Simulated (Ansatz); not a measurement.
## TiHg: two-dimensional strain map

The calculation used DFT r2SCAN, scalar-relativistic, plane waves, PAW (Ansatz). The runs took a 500 eV cutoff, a Γ-centred 16×16×12 mesh and Gaussian smearing (0.15 eV). Spin–orbit coupling is left out, which can shift energies with elements as heavy as these. No spin polarisation. Energies are free energies at this smearing, counted from the undisturbed cell; pressure is positive in compression.

The starting cell (as given, not relaxed at this level; it stands at 0.2 GPa, and it needn't be the usual structure):

```
Ti Hg
1.0
     3.00900    0.00000    0.00000
     0.00000    3.00900    0.00000
     0.00000    0.00000    4.04100
Ti Hg
1 1
Direct
  0.50000 0.50000 0.50000
  0.00000 0.00000 0.00000
```

The cell is strained by p along both x and y and by q along z, fractional coordinates fixed. Points are written (p, q).

Energy above the undisturbed cell in meV/atom (a dash: not computed):

```
 p \ q  -0.080  -0.040  0.000  0.040  0.080
-0.080   548.6   358.5  229.7  150.8  112.0
-0.040   234.4       –   49.2      –   20.7
 0.000    75.5    20.3    0.0      –   41.8
 0.080    61.0       –  147.5      –  288.1
```

Pressure in GPa:

```
 p \ q  -0.080  -0.040  0.000  0.040  0.080
-0.080    54.7    40.8   29.7   20.9   13.8
-0.040    30.1       –   12.0      –    0.8
 0.000    13.1     5.9    0.2      –   -7.5
 0.080    -6.4       –  -12.4      –  -15.6
```